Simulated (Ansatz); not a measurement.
Two states of FeP

```
Fe P
1.0
     5.05228    0.00000    0.00000
     0.00000    3.22121    0.00000
     0.00000    0.00000    5.64282
Fe P
4 4
Direct
  0.00150 0.25000 0.20070
  0.49850 0.75000 0.70070
  0.50150 0.25000 0.29930
  0.99850 0.75000 0.79930
  0.19260 0.25000 0.57750
  0.30740 0.75000 0.07750
  0.69260 0.25000 0.92250
  0.80740 0.75000 0.42250
```

Method: PBEsol, with U = 4.31 eV and J = 0.54 eV on Fe d (all-electron-ortho-atomic projectors); PAW, plane waves to 420 eV, 4×6×3 Γ-centred mesh, fermi-dirac occupations (width 0.1 eV) (Ansatz 0.2.0), atoms fixed. The cell carries a charge of +1 e on a uniform background.

State A: Fe1 up, Fe2 up, Fe3 up, Fe4 up (collinear spin). State B: Fe1 down, Fe2 down, Fe3 up, Fe4 up (collinear spin).

Question: Which state is lower, and how do they differ?

Answer: State B is lower by 58.8 meV an atom at zero smearing; in free energy at this smearing B lies -59.4 meV an atom from A.

```tsv
state	free energy (meV/atom)	largest moment in a small sphere (μB)	net moment (μB/cell)	gap on mesh (eV)	pressure (GPa)	largest force (eV/Å)
A	59.4	1.68	5.74	metal	n/a	1.17
B	0.0	1.86	0.00	metal	n/a	0.41
```

Origin: a database entry at a rescaled volume. Caveats: the k mesh is coarse if the cell is a metal; charged cell with a uniform background; the state breaks the symmetry of the cell.
